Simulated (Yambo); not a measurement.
Yambo run on KBaYB₂O₆ (space group R3m, No. 160). The wavefunctions come from this Quantum ESPRESSO step (PBEsol, PseudoDojo standard norm-conserving files, scalar-relativistic):

```
&CONTROL
  calculation = 'nscf'
  pseudo_dir = './pseudo'
  outdir = './out'
/
&SYSTEM
  ibrav = 0
  nat = 11
  ntyp = 5
  ecutwfc = 84.0
  ecutrho = 336.0
  occupations = 'fixed'
  force_symmorphic = .true.
  nbnd = 236
/
&ELECTRONS
  conv_thr = 1.1000000000000001e-08
  diago_full_acc = .true.
  diago_thr_init = 1e-08
/
ATOMIC_SPECIES
B 10.8100 B.upf
O 15.9990 O.upf
K 39.0983 K.upf
Y 88.9058 Y.upf
Ba 137.3270 Ba.upf
CELL_PARAMETERS angstrom
  2.736990056000   1.580201946000   6.056970000000
 -2.736990056000   1.580201946000   6.056970000000
  0.000000000000  -3.160403892000   6.056970000000
ATOMIC_POSITIONS crystal
B   0.586753000000   0.586753000000   0.586753000000
B   0.410203000000   0.410203000000   0.410203000000
O   0.292980000000   0.734090000000   0.734090000000
O   0.734090000000   0.734090000000   0.292980000000
O   0.734090000000   0.292980000000   0.734090000000
O   0.703920000000   0.264170000000   0.264170000000
O   0.264170000000   0.264170000000   0.703920000000
O   0.264170000000   0.703920000000   0.264170000000
K   0.219750000000   0.219750000000   0.219750000000
Y   0.997967000000   0.997967000000   0.997967000000
Ba   0.792317000000   0.792317000000   0.792317000000
K_POINTS automatic
2 2 2 0 0 0
```

Yambo input:

```
rim_cut
gw0
dyson
el_el_corr
HF_and_locXC
ppa
em1d
RandQpts= 1000000
RandGvec= 1 Ry
EXXRLvcs= 84 Ry
VXCRLvcs= 336 Ry
Chimod= "HARTREE"
% BndsRnXp
 2 | 234 |
%
NGsBlkXp= 7 Ry
% LongDrXp
 1.0 | 1.0 | 1.0 |
%
PPAPntXp= 27.2114 eV
% GbndRnge
 1 | 234 |
%
GTermKind= "BG"
DysSolver= "n"
ExtendOut
% QPkrange
 1 | 1 | 36 | 37 |
 2 | 2 | 36 | 37 |
 3 | 3 | 36 | 37 |
 4 | 4 | 36 | 37 |
%
```

k points by index: 1 = Γ, 2 = L, 3 = F, 4 = Z.

The o-*.qp file then holds:

```
#    K-point    Band    Eo [eV]    E [eV]    E-Eo [eV]    Vxc [eV]    Vnlxc [eV]    Sc|Eo [eV]    Sc|E [eV]    dSc/dw|Eo [eV]    Re(Z)    Im(Z)
#
    1    36    0.000000    -1.094366    -1.094366    -19.80101    -25.53641    4.361751    4.641029    -6.943483    0.796704    -0.001190
    1    37    3.789762    4.631739    0.841976    -9.594930    -5.007245    -3.612305    -3.745709    -4.310990    0.863240    -0.832520E-3
    2    36    -0.584557    -1.753070    -1.168513    -18.85397    -24.54226    4.225866    4.519776    -6.843595    0.799041    -0.001201
    2    37    4.669523    5.701969    1.032446    -10.63877    -5.821025    -3.607747    -3.785297    -4.679138    0.853274    -0.902376E-3
    3    36    -0.567590    -1.723190    -1.155600    -18.93036    -24.59341    4.216668    4.507447    -6.846354    0.798976    -0.001199
    3    37    4.580373    5.821134    1.240760    -11.29289    -6.108989    -3.730215    -3.943136    -4.669270    0.853538    -0.898421E-3
    4    36    -0.026578    -1.133220    -1.106642    -19.72123    -25.47223    4.362087    4.644357    -6.939999    0.796785    -0.001192
    4    37    4.729533    6.122376    1.392842    -11.96895    -6.465457    -3.864729    -4.110648    -4.804075    0.849944    -0.922403E-3
```
(The two width columns are left out.) Convergence of these settings isn't established.

Geometry of the Materials Project entry, not relaxed at this level.

The structure is a Materials Project entry; no match was found in the copy of COD used, and its stability was not checked.
